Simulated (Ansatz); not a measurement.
A relaxed 1×1 slab of 3 planes, cut along (110) from a bcc crystal of one element, has a cell area of 7.49 Å² and a bulk spacing of 2.301 Å between its first planes. All-electron LAPW in Ansatz 0.2.0 (LDA, scalar-relativistic, no spin polarisation) gives γ = 2.69 J/m², Φ = 5.01 eV and a change of the outer spacing of -3.1 %. The bcc structure needn't be the element's own.

Task: Which element is it?

Result: Ta. Neighbours weren't tried against these numbers.
